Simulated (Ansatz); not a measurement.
LiCl (rock salt, Fm-3m), the program Ansatz at the r²SCAN level (PAW): ε∞ = 2.83, cell volume 33.40 Å³. Infrared-active transverse modes:

```json
[
 {"ω_TO (cm⁻¹)": "192.5", "oscillator strength S_xx (e²/amu)": "0.2365"}
]
```

**Question.** Compute the static dielectric constant.

**Answer.** Each mode adds (4.921e7/V) S/ω²: 9.40. So ε0 = 12.2.

**Question.** What LO frequency does the Lyddane–Sachs–Teller relation give?

**Answer.** ω_LO = ω_TO √(ε0/ε∞) = 400 cm⁻¹.

The r²SCAN relaxation kept the symmetry of its start; phonons on a q-mesh show no instability.

Potentials: the later of the program's two PAW sets.
